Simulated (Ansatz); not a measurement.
## Ansatz 0.2.0, settings compared: NbTeS

Launch command:

```bash
ansatz run input.yaml --threads 1 --pin off --max-ram 2560MiB --backend cpu --events-out ev --progress --plain --runs-dir out
```

Input:

```yaml
crystal:
  lattice:
    - [0.0, 0.0, 5.187901]
    - [3.774816, 0.0, 0.0]
    - [1.887408, 6.521933, -2.59395]
  atoms:
    - { symbol: Nb, position: [0.6232, 0.8768, 0.2464] }
    - { symbol: Nb, position: [0.3768, 0.1232, 0.7536] }
    - { symbol: Te, position: [0.235, 0.5, 0.0] }
    - { symbol: Te, position: [0.765, 0.5, 0.0] }
    - { symbol: S, position: [0.212, 0.788, 0.424] }
    - { symbol: S, position: [0.788, 0.212, 0.576] }
  symmetry: { tolerance: 0.0003 }
kpoints:
  mp_grid: { grid: [5, 5, 5], shift: [0, 0, 0] }
magnetization:
  spin_polarized: false
scf:
  occupations: { method: fermi_dirac }
hamiltonian:
  pseudopotentials: { kind: paw }
  xc: r2scan
basis:
  ecutwfc: 500
output:
  forces: true
  stress: true
  eigenvalues: true
```

Origin of the cell: a known structure type with other elements, at an estimated volume, so it need not be a known compound.

The smearing width isn't typed, so it takes its default of 0.1 eV.

Output of this run (shortened):

```
SCF iter   1: F=—  HF=-24929.056052 eV  Δρ=1.25e-2  dr2=3.93e-1  dr2_τ=5.97e-2
SCF iter   2: F=—  HF=-24929.075638 eV  Δρ=4.91e-3  dr2=2.76e-2  dr2_τ=9.26e-3
SCF iter   3: F=—  HF=-24929.083587 eV  Δρ=2.37e-3  dr2=4.92e-3  dr2_τ=2.21e-4
SCF iter   4: F=—  HF=-24929.086486 eV  Δρ=3.97e-4  dr2=2.03e-4  dr2_τ=1.66e-5
SCF iter   5: F=—  HF=-24929.086628 eV  Δρ=1.16e-4  dr2=2.32e-5  dr2_τ=7.47e-7
SCF iter   6: F=—  HF=-24929.086642 eV  Δρ=3.36e-5  dr2=1.84e-6  dr2_τ=5.48e-8
SCF iter   7: F=—  HF=-24929.086642 eV  Δρ=9.53e-6  dr2=2.06e-7  dr2_τ=6.70e-9
SCF iter   8: F=-24929.086642 eV  HF=-24929.086642 eV  Δρ=2.88e-6  dr2=1.85e-8  dr2_τ=5.90e-10
SCF 1 converged in 8 iterations: F = -24929.086642 eV  dr2 = 1.85e-8
SCF converged after 8 iterations
Free energy (F): -24929.086642 eV
Harris-Foulkes:  -24929.086642 eV  (|F-HF|=1.41e-9)
Internal energy: -24928.928113 eV  (E = F + TS)
E sigma→0 (E₀):  -24929.007378 eV
Entropy (-TS):   -0.158530 eV (-26.422 meV/atom)
Fermi energy:    12.919593 eV
--- Per-component energies (eV) ---
  E_band       = -718.877941
  E_kinetic    = 1358.296754
  E_local      = -4939.790225  (includes V_loc(G=0)·N_el)
  E_nonlocal   = -322.672312
  E_hartree    = 2513.583341
  E_xc         = -752.377711
  E_vxc        = -883.034431  (∫ρ·V_xc dr)
  E_paw        = -16773.348952  (= ΣΔE_a)
  E_vpaw       = -1010.035934  (= ΣTr[D̂ρ^β])
  E_aug_tail   = -0.000073  (compensation charges beyond the density's cutoff)
  E_vtau       = 51.189656  (kinetic-family band-sum trace: ∫τ·v_τ [+ j·A + Jᵃ·Aᵃ] dr)
  E_ewald      = -6012.584251
  E_core_change = -0.034684  (= ΣΔE_core)
  E_smearing   = -0.158530  (= −TS)
  Σ components = -24929.086642   (vs F -24929.086642, Δ=0.00e0)
--- Forces (eV/Å), atoms counted from 1 ---
  atom   1  Nb     0.000000     1.656826     0.000000
  atom   2  Nb     0.000000    -1.656826    -0.000000
  atom   3  Te     0.000000    -0.000000     3.615010
  atom   4  Te    -0.000000     0.000000    -3.615010
  atom   5  S      0.000000     0.988214     0.000000
  atom   6  S      0.000000    -0.988214    -0.000000
  max |Σ_I F_I| component: 4.44e-16 eV/Å
--- Stress (GPa, compression-positive) ---
       -3.947483       0.000000      -0.000000
        0.000000     -11.860027      -0.000001
        0.000000      -0.000001      23.561917
  P = ⅓ Tr σ = 2.5848 GPa (25.848 kbar)
```

The same input was run again with these changes:

1. `scf.occupations.method` fermi_dirac → methfessel_paxton; `scf.occupations.width` default → 0.05; `scf.convergence.dr2_threshold` default → 0.0001; `basis.ecutrho_ratio` default → 12
2. `kpoints.mp_grid.shift` [0, 0, 0] → [0.5, 0.5, 0.5]; `scf.n_extra_bands` default → 4
3. `scf.occupations.method` fermi_dirac → cold; `scf.occupations.width` default → 0.001
4. `basis.ecutrho_ratio` default → 4

| run | end | SCF iterations | P (GPa) | max force component (eV/Å) | moment (μB) | ΔE(σ→0) (meV/atom) |
| --- | --- | --- | --- | --- | --- | --- |
| base | converged | 8 | 2.58 | 3.615 | – | 0 |
| 1 | converged | 6 | 2.50 | 3.585 | – | 1.87 |
| 2 | converged | 8 | 2.21 | 3.530 | – | -5.35 |
| 3 | converged | 8 | 2.57 | 3.644 | – | 2.00 |
| 4 | converged | 8 | 2.58 | 3.615 | – | 0.00 |

Energies are compared only where functional, datasets, charge and starting cell are the same.

Caveats of the base run: no moments, though an odd count or open d shells may carry them; no spin-orbit coupling, though heavy elements are present; the k mesh is coarse if the cell is a metal.

Run 1: the SCF threshold is loose for forces.
Run 2: the k mesh keeps only part of the crystal's symmetry.

The base run ran for 9.8 s on 1 thread of Intel(R) Xeon(R) 6975P-C (Granite Rapids), on a shared host, peak memory 0.79 GiB, from the program's own first density.
